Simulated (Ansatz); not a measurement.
Relax this structure to zero stress and force, keeping its symmetry:

```
Cr O
1.0
     2.47850    1.43096    4.53077
    -2.47850    1.43096    4.53077
     0.00000   -2.86193    4.53077
Cr O
4 6
Direct
  0.34748 0.34748 0.34748
  0.15252 0.15252 0.15252
  0.65252 0.65252 0.65252
  0.84748 0.84748 0.84748
  0.55580 0.94420 0.25000
  0.25000 0.55580 0.94420
  0.94420 0.25000 0.55580
  0.44420 0.05580 0.75000
  0.75000 0.44420 0.05580
  0.05580 0.75000 0.44420
```

These are results of DFT PBEsol, scalar-relativistic, plane waves, PAW (Ansatz), not measurements.

Cutoff 420 eV; k points 12×12×12 on the computed 10-atom cell (Γ-centred); Gaussian smearing, width 0.02 eV; collinear spin from starting moments 2.65 2.65 2.65 2.65 0 0 0 0 0 0 μB.

What does it relax to?

The volume falls by 0.06 Å³/atom to 9.58 Å³/atom, and the energy falls by 6.1 meV/atom. The cell ends with a moment of 12.00 μB (only this magnetic start was tried). Final structure:
```yaml
crystal:
  lattice:
    - [2.48622, 1.43542, 4.47238]
    - [-2.48622, 1.43542, 4.47238]
    - [0.00000, -2.87084, 4.47238]
  atoms:
    - { symbol: Cr, position: [0.35032, 0.35032, 0.35032] }
    - { symbol: Cr, position: [0.14968, 0.14968, 0.14968] }
    - { symbol: Cr, position: [0.64968, 0.64968, 0.64968] }
    - { symbol: Cr, position: [0.85032, 0.85032, 0.85032] }
    - { symbol: O, position: [0.55126, 0.94874, 0.25000] }
    - { symbol: O, position: [0.25000, 0.55126, 0.94874] }
    - { symbol: O, position: [0.94874, 0.25000, 0.55126] }
    - { symbol: O, position: [0.44874, 0.05126, 0.75000] }
    - { symbol: O, position: [0.75000, 0.44874, 0.05126] }
    - { symbol: O, position: [0.05126, 0.75000, 0.44874] }
```

The state reached may not be the lowest one. The program reads another magnetic order as possibly lower. Moments started parallel, and an antiferromagnetic order may lie lower.

Cost: 1 run of about 30 core-minutes, on AMD EPYC 7R43 (Zen 3) (shared hosts).